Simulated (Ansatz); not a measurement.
Pt (fcc, Cu type)

```yaml
crystal:
  lattice:
    - [0.00000, 1.97014, 1.97014]
    - [1.97014, 0.00000, 1.97014]
    - [1.97014, 1.97014, 0.00000]
  atoms:
    - { symbol: Pt, position: [0.00000, 0.00000, 0.00000] }
```

This relaxed cell (volume V₀) is scaled evenly in all directions, its shape held. Symmetry pins the atoms to their sites.

Calculation: r2SCAN (plane waves to 500 eV, PAW, scalar-relativistic; Ansatz, a program for electronic structure). k mesh 21×21×21 (Γ-centred), Fermi-Dirac smearing 0.05 eV. Energies are smeared free energies. Pt is run without spin polarisation. Pt was relaxed with its symmetry unable to fall. Spin-orbit coupling is left out, though Pt is heavy. The zero of ΔE is the relaxed starting cell. The last digit holds for this mesh only.

| V (Å³/atom) | ΔE (meV/atom) |
|---|---|
| 13.765 | 162.1 |
| 14.019 | 108.2 |
| 14.274 | 66.6 |
| 14.529 | 36.1 |
| 14.784 | 15.4 |
| 15.039 | 3.7 |
| 15.294 | 0.0 |
| 15.549 | 3.5 |
| 15.804 | 13.5 |
| 16.059 | 29.2 |
| 16.314 | 50.2 |
| 16.568 | 75.7 |
| 16.823 | 105.4 |

**Question.** What is the fitted pressure derivative B₀′?

**Answer.** 5.5.

**Question.** What bulk modulus B₀ follows from a third-order Birch-Murnaghan fit?

**Answer.** 271 GPa. Check by three points about V = 15.294 Å³/atom, step 0.510: d²E/dV² ≈ (15 − 2·0 + 13) meV / 0.510² = 0.108 eV/Å⁶, and V·d²E/dV² × 160.2 = 264 GPa.

(A scan under strain: stresses follow from slopes of the energy per volume, elastic moduli from its curvatures.)
